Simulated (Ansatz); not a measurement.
TiTeS:
```yaml
crystal:
  lattice:
    - [3.59471, 0.00000, 0.00000]
    - [-1.79736, 3.11311, 0.00000]
    - [0.00000, 0.00000, 6.36441]
  atoms:
    - { symbol: Ti, position: [0.33333, 0.66667, 0.03417] }
    - { symbol: Te, position: [0.00000, 0.00000, 0.74131] }
    - { symbol: S, position: [0.66667, 0.33333, 0.22452] }
```

This is the r²SCAN+D4-relaxed structure.

Question: All from r²SCAN+D4 in the plane-wave PAW code Ansatz, unless another level is named. Estimate the electronic character.

Answer: metallic (no gap).

Question: And the formation energy from the elements (no fitted shifts)?

Answer: -1.20 eV/atom.

Question: And the gap with spin–orbit coupling?

Answer: none (metallic).

Space group P3m1. The first step of the workflow began from a Materials Project structure, measured or hypothetical; the Crystallography Open Database copy checked does not list it. Whether it is the stable phase at ambient conditions was not checked. Symmetry was held in the r²SCAN+D4 relaxation; its stability against distortions is not shown here. No spin polarisation was allowed. The references are the lowest solids computed at this level, not always the standard phases. Scalar-relativistic: spin–orbit coupling is off unless named, which matters more the heavier the elements.

Potentials: the later of the program's two PAW sets.
